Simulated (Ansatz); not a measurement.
Relaxed CsSnI₃ (cubic perovskite):

```
CsSnI3
1.0
    6.27122     0.00000     0.00000
    0.00000     6.27122     0.00000
    0.00000     0.00000     6.27122
Cs Sn I
1 1 3
Direct
  0.00000   0.00000   0.00000
  0.50000   0.50000   0.50000
  0.00000   0.50000   0.50000
  0.50000   0.50000   0.00000
  0.50000   0.00000   0.50000
```

All values below come from PBE (plane waves to 420 eV, PAW, scalar-relativistic; Ansatz, a first-principles code). k mesh 5×5×5 (Γ-centred), Fermi-Dirac smearing 0.05 eV. CsSnI3 was relaxed with its symmetry unable to fall. Spin-orbit coupling is left out, though I is heavy. The PAW data are Ansatz's earlier set. This is a high-temperature form of CsSnI3.

One atom of the cell was then moved (with its periodic images), all else fixed, and the forces (eV/Å) came out as:

```csv
atom,Fx,Fy,Fz
Cs1,0.000,0.012,0.000
Sn2,0.000,-0.334,0.000
I3,0.000,0.025,0.000
I4,0.000,0.025,0.000
I5,0.000,0.272,0.000
```

**Question.** Which atom was moved, and by which vector (Å)?

**Answer.** Sn2, by (0.00, 0.24, 0.00), 0.24 Å in all.

(For displaced atoms, the force is minus the slope of the energy, and its curvature is a force constant, which sets phonon frequencies.)
